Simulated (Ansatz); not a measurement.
All numbers below come from DFT PBE, scalar-relativistic, plane waves, PAW in Ansatz. All cells share a 420 eV cutoff and Γ-centred k meshes spaced at most about 0.3 Å⁻¹ (about 0.25 or finer for metals, 2π included). No spin polarisation in the final relaxations.

Temperature and zero-point effects are left out.

Compare these two cells of Sb2S, each relaxed at this level.

A.

Space group P4/mmm (No. 123). a = 3.072 Å, b = 3.072 Å, c = 8.475 Å, α = 90.00°, β = 90.00°, γ = 90.00°
```tsv
atom	site	symmetry	x	y	z
Sb	2h	4mm	0.5000	0.5000	0.3147
S	1c	4/mmm	0.5000	0.5000	0.0000
```

B.

Space group Fm-3m (No. 225). a = 6.824 Å, b = 6.824 Å, c = 6.824 Å, α = 90.00°, β = 90.00°, γ = 90.00°
```
atom  site  symmetry       x       y       z
  Sb    8c      -43m  0.2500  0.7500  0.7500
   S    4a      m-3m  0.0000  0.0000  0.0000
```

Question: Which would you expect to be lower, and how large is the difference?

Answer: A is lower, by 251 meV/atom. A has space group P4/mmm (No. 123), 26.7 Å³/atom and no gap on its mesh; B has the anti-fluorite type, space group Fm-3m (No. 225), 26.5 Å³/atom and no gap. Counting S atoms around Sb (those within 1.25 times the shortest such distance or 1.15 times the sum of covalent radii; the shortest distance is added where it is long for a bond), A has Sb 1 and B has Sb 4 from 3.0 Å. Even the lower one lies +0.25 eV/atom against the reference forms of the elements (uncorrected), so neither is stable at this level. Both come from invented guesses. A third cell relaxed alike, in P4/nmm, lies 148 meV/atom below the lower of the two.

These runs have no spin–orbit coupling, which can matter for Sb. Cells relaxed within their symmetry can be saddle points.
